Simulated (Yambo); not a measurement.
## Optical response of Rb2NaYF6

```
CELL_PARAMETERS angstrom
      0.00000     4.51342     4.51342
      4.51342     0.00000     4.51342
      4.51342     4.51342     0.00000
ATOMIC_POSITIONS crystal
  F  0.75750 0.24250 0.24250
  F  0.24250 0.75750 0.75750
  F  0.24250 0.75750 0.24250
  F  0.75750 0.24250 0.75750
  F  0.24250 0.24250 0.75750
  F  0.75750 0.75750 0.24250
  Na 0.50000 0.50000 0.50000
  Rb 0.75000 0.75000 0.75000
  Rb 0.25000 0.25000 0.25000
  Y  0.00000 0.00000 0.00000
```

Yambo, RPA with local fields on PBEsol bands shifted by a G0W0 scissor of 3.62 eV; 4×4×4 mesh, 146 bands, 3 Ry local-field block, 0.2 eV broadening; field along x.

```tsv
E (eV)	Im ε	Re ε	Im ε, independent particles
0.0	0.00	1.81	0.00
0.6	0.00	1.82	0.00
1.2	0.00	1.82	0.00
1.9	0.00	1.82	0.00
2.5	0.00	1.83	0.00
3.1	0.00	1.84	0.00
3.8	0.00	1.86	0.01
4.4	0.01	1.87	0.01
5.0	0.01	1.89	0.01
5.6	0.01	1.92	0.01
6.2	0.01	1.95	0.01
6.9	0.01	1.99	0.02
7.5	0.02	2.03	0.02
8.1	0.02	2.09	0.03
8.8	0.03	2.17	0.04
9.4	0.04	2.28	0.05
10.0	0.11	2.46	0.13
10.6	0.33	2.72	0.37
11.2	0.40	2.58	0.49
11.9	0.76	2.99	1.20
12.5	1.39	2.88	2.27
13.1	2.05	2.28	1.91
13.8	1.82	1.32	1.77
14.4	1.07	1.09	1.06
15.0	0.87	1.50	0.95
15.6	1.09	1.89	1.30
16.2	1.45	1.38	2.00
16.9	1.22	0.95	0.88
17.5	1.06	1.04	0.80
18.1	0.78	1.17	0.75
18.8	0.95	1.24	1.24
19.4	0.66	1.29	0.95
20.0	0.93	1.38	1.98
```

Peak heights and small wiggles depend on the k mesh. Convergence of the RPA response with its 4×4×4 mesh was not tested. The scissor comes from a G0W0 run whose convergence isn't established. No excitonic effects at this level.

Geometry of the Materials Project entry, not relaxed at this level.
